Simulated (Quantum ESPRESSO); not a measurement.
```xyz
2
Lattice="0.0000 2.9700 2.9700 2.9700 0.0000 2.9700 2.9700 2.9700 0.0000" Properties=species:S:1:pos:R:3 pbc="T T T"
P      4.4550     4.4550     4.4550
In     5.9399     5.9399     5.9399
```

The PBEsol cell relaxed from Materials Project entry mp-20351 was given an isotropic strain of +1 % on all lattice vectors, and the atoms were relaxed again.

What does PBE (stringent potentials; Quantum ESPRESSO, PseudoDojo norm-conserving, 82 Ry, without SOC) give for the electronic structure near the Fermi level?

The PBE gap is direct, 0.49 eV at Γ. Spin-orbit splittings are left out.
